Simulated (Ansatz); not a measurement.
Polymorphs of Ag, each relaxed with plane-wave PAW PBEsol (Ansatz code):

A: diamond (Fd-3m)
a = b = c = 6.040 Å, α = β = γ = 90.00°

```csv
atom,site,symmetry,x,y,z
Ag,8b,-43m,0.5000,0.5000,0.5000
```

B: bcc (W type) (Im-3m)
a = b = c = 3.225 Å, α = β = γ = 90.00°

```json
[
 {"atom": "Ag", "site": "2a", "symmetry": "m-3m", "x": "0.0000", "y": "0.0000", "z": "0.0000"}
]
```

C: simple cubic (Pm-3m)
a = b = c = 2.684 Å, α = β = γ = 90.00°

```csv
atom,site,symmetry,x,y,z
Ag,1a,m-3m,0.0000,0.0000,0.0000
```

**Question.** Rank these by energy per atom at 0 K (lowest first), as PBEsol gives it.

**Answer.** B (+0 meV/atom), C (+355 meV/atom), A (+944 meV/atom)

Constructed cells (a structure type filled with these elements, in neither database checked): C. Typed or built starts, not in the databases checked: A. Not the usual ambient phase: A; B; C. Unstable at this level: A; B; C. All cells were relaxed under the symmetry of their starts (and spin orders); stability against distortions was not tested throughout. Rows with no word on spin ran without spin polarisation. Spin–orbit coupling is left out wherever it is not named.

Energies hold the estimated change up to a 700 eV cutoff; steps of a few meV lie near the error of the meshes.

Potentials: the later of the program's two PAW sets.
